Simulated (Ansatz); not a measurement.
## How Li2Ca stores the work of compression

Computed with Ansatz 0.2.0, DFT r2SCAN, scalar-relativistic, plane waves, PAW. (500 eV cutoff, 8×8×8 k-mesh, Gaussian smearing of 0.10 eV, no spin polarisation)

Starting point, cell and atoms relaxed:

```yaml
crystal:
  lattice:
    - [0.00000, 4.40426, 4.40426]
    - [4.40426, 0.00000, 4.40426]
    - [4.40426, 4.40426, 0.00000]
  atoms:
    - { symbol: Li, position: [0.12500, 0.12500, 0.12500] }
    - { symbol: Li, position: [0.62500, 0.12500, 0.12500] }
    - { symbol: Li, position: [0.12500, 0.12500, 0.62500] }
    - { symbol: Li, position: [0.12500, 0.62500, 0.12500] }
    - { symbol: Ca, position: [0.50000, 0.50000, 0.50000] }
    - { symbol: Ca, position: [0.75000, 0.75000, 0.75000] }
```

Cell and atoms were relaxed at each target pressure within the start's symmetry (Fd-3m), at zero temperature; other phases can be more stable under pressure. H = E + PV with P the target; E is the free energy at the smearing used, whose derivative the pressure is, per atom and counted from zero pressure. The mesh named is that at zero pressure; some other pressures ran on another.

| P (GPa) | V (Å³/atom) | E − E0 (meV) | H − H0 (meV) |
| --- | --- | --- | --- |
| 0 | 28.477 | 0.0 | 0.0 |
| 3 | 24.535 | 33.5 | 492.9 |
| 8 | 20.997 | 149.9 | 1198.3 |
| 15 | 18.087 | 353.6 | 2047.0 |
| 30 | 14.583 | 826.0 | 3556.6 |
| 60 | 11.297 | 1708.9 | 5939.6 |

Task: Thermodynamics gives dH/dP = V along a relaxed path. Integrate V over P by the trapezoid rule and compare with the computed enthalpies.

Result: With 1 eV/Å³ = 160.22 GPa, each step adds the mean volume times ΔP / 160.22:
```csv
P (GPa),∫V dP (meV),H − H0 (meV),difference (meV)
3,496.3,492.9,3.4
8,1206.8,1198.3,8.5
15,2060.6,2047.0,13.6
30,3589.9,3556.6,33.3
60,6012.9,5939.6,73.3
```

V(P) curves upward, so the trapezoid rule runs high; integrating a smooth curve through the same points (P as a polynomial of degree 4 in ln V) puts that excess at about 75.2 meV at 60 GPa, against the 73.3 meV found.

Task: At 60 GPa, how much of the enthalpy change is stored energy and how much is the PV term?

Result: E rises by 1709 meV/atom and PV is 60 × 11.297 / 160.22 = 4231 meV/atom, so PV makes 71 % of ΔH. So between rival structures at high pressure a small difference in volume can outweigh the difference in energy: 1 % of this volume is worth 42.3 meV/atom at this pressure.

Task: What bulk modulus do the lowest pressures give?

Result: From the pressures that the runs reached, -2.98 GPa (39.862 Å³) and 3.03 GPa (24.535 Å³), B = −ΔP/Δln V = 6.01 / 0.4853 = 12 GPa, a mean over that range.